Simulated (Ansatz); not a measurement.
ZnO:
```xyz
4
Lattice="3.1872 0.0000 0.0000 -1.5936 2.7602 0.0000 0.0000 0.0000 5.1532" Properties=species:S:1:pos:R:3 pbc="T T T"
Zn     1.5936     0.9201     2.5816
Zn     0.0000     1.8401     0.0050
O      1.5936     0.9201     4.5314
O      0.0000     1.8401     1.9548
```

x, y and z are the axes in which the lattice vectors are written.

Task: Give the proper piezoelectric stress tensor with relaxed ions from DFT-LDA in the program Ansatz with PAW potentials.

Result: In C/m², rows x, y, z, Voigt columns; mesh uncertainty up to 0.01.
```
 0.00   0.00   0.00   0.00  -0.54   0.00
 0.00   0.00   0.00  -0.54   0.00   0.00
-0.70  -0.70   1.33   0.00   0.00   0.00
```

The elastic tensor of the same run (GPa):

```
 221   139   124   0.0   0.0   0.0
 139   221   124   0.0   0.0   0.0
 124   124   238   0.0   0.0   0.0
 0.0   0.0   0.0  37.7   0.0   0.0
 0.0   0.0   0.0   0.0  37.7   0.0
 0.0   0.0   0.0   0.0   0.0  41.0
```

Task: Convert to strain constants d = e·S.

Result: In pC/N:
```
  0.0    0.0    0.0    0.0  -14.2    0.0
  0.0    0.0    0.0  -14.2    0.0    0.0
 -6.0   -6.0   11.8    0.0    0.0    0.0
```

Space group P6_3mc (wurtzite). The LDA relaxation kept the symmetry of its start. Signs of piezoelectric constants follow the polarity of the cell as given.

Potentials: the earlier of the program's two PAW sets. The files were generated under PBE; for other functionals the program regenerates the frozen cores, and for LDA and PBEsol the local potential too.
